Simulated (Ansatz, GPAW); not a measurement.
This is a calculation of HPbNO4 for GPAW 26.7.0 (ASE script). The cell comes from a database or a generator and needn't be the stable form of this composition.

File run.py:

```python
from ase import Atoms
from ase.dft.bandgap import bandgap
from ase.io import write
from ase.units import Bohr, GPa
from ase.parallel import parprint
from gpaw import GPAW, PW
from gpaw.elf import elf_from_dft_calculation

atoms = Atoms(['H', 'Pb', 'N', 'O', 'O', 'O', 'O'],
              cell=[[4.19923, 0.11117, 0.16817],
                    [1.916, 3.89132, 0.12568],
                    [1.76085, 1.25259, 6.37266]],
              scaled_positions=[[0.89145, 0.68202, 0.62796],
                                [0.14426, 0.92872, 0.88352],
                                [0.2567, 0.28861, 0.30171],
                                [0.83108, 0.65056, 0.78405],
                                [0.38694, 0.2238, 0.11295],
                                [0.31104, 0.03576, 0.45856],
                                [0.07726, 0.60633, 0.32275]],
              pbc=True)

calc = GPAW(mode=PW(800),
            xc='PBE',
            kpts={'size': (7, 7, 5), 'gamma': True},
            occupations={'name': 'fermi-dirac', 'width': 0.05},
            nbands=39,
            convergence={'density': 1e-05, 'energy': 1e-05},
            maxiter=150,
            txt='gpaw.txt')
atoms.calc = calc
energy = atoms.get_potential_energy()
forces = atoms.get_forces()
stress = atoms.get_stress()
calc.write('gs.gpw')
write('result.traj', atoms)
parprint(f'Energy: {energy:.6f} eV')
parprint('Forces (eV/A):')
parprint(forces.round(4))
parprint('Stress (GPa):', (stress / GPa).round(3))
parprint('Fermi level:', round(calc.get_fermi_level(), 4), 'eV')
parprint(f'Gap: {bandgap(calc)[0]:.4f} eV, direct: {bandgap(calc, direct=True)[0]:.4f} eV')

# fields on the real-space grid
write('density.cube', atoms, data=calc.get_pseudo_density() * Bohr**3)
write('potential.cube', atoms, data=calc.get_electrostatic_potential())
write('elf.cube', atoms, data=elf_from_dft_calculation(calc).data)
```

Potentials or basis: GPAW PAW data sets (gpaw-data 1.2.1), pw.

Run with:

```sh
$ OMP_NUM_THREADS=1 mpirun -n 8 gpaw python run.py
```

Set up the same calculation for Ansatz 0.2.0. Potentials or basis there: all-electron LAPW, scalar-relativistic.

As run (cutoffs and basis follow the program's own potentials, and thresholds, step limits or extra output files can differ):

Contents of input.yaml:

```yaml
crystal:
  lattice:
    - [4.19923, 0.11117, 0.16817]
    - [1.916, 3.89132, 0.12568]
    - [1.76085, 1.25259, 6.37266]
  atoms:
    - { symbol: H, position: [0.89145, 0.68202, 0.62796] }
    - { symbol: Pb, position: [0.14426, 0.92872, 0.88352] }
    - { symbol: "N", position: [0.2567, 0.28861, 0.30171] }
    - { symbol: O, position: [0.83108, 0.65056, 0.78405] }
    - { symbol: O, position: [0.38694, 0.2238, 0.11295] }
    - { symbol: O, position: [0.31104, 0.03576, 0.45856] }
    - { symbol: O, position: [0.07726, 0.60633, 0.32275] }
kpoints:
  mp_grid: { grid: [7, 7, 5] }
scf:
  occupations: { method: fermi_dirac, width: 0.05 }
hamiltonian:
  xc: pbe
  pseudopotentials: { kind: all_electron, lapw: { basis_error: 0.001 } }
output:
  forces: true
  stress: true
  eigenvalues: true
  populations: true
```

Potentials or basis: all-electron LAPW, scalar-relativistic.

Run with:

```sh
$ ansatz run input.yaml --threads 8 --pin off --max-ram 24576MiB --backend cpu --events-out ev --progress --plain --runs-dir out
```

Both were run:

|  | GPAW | Ansatz |
| --- | --- | --- |
| Pressure | -0.3 GPa | -0.1 GPa |

Where Ansatz's input types no cutoff or centring, it takes its own default and a Γ-centred mesh.

Pressure is positive in compression.
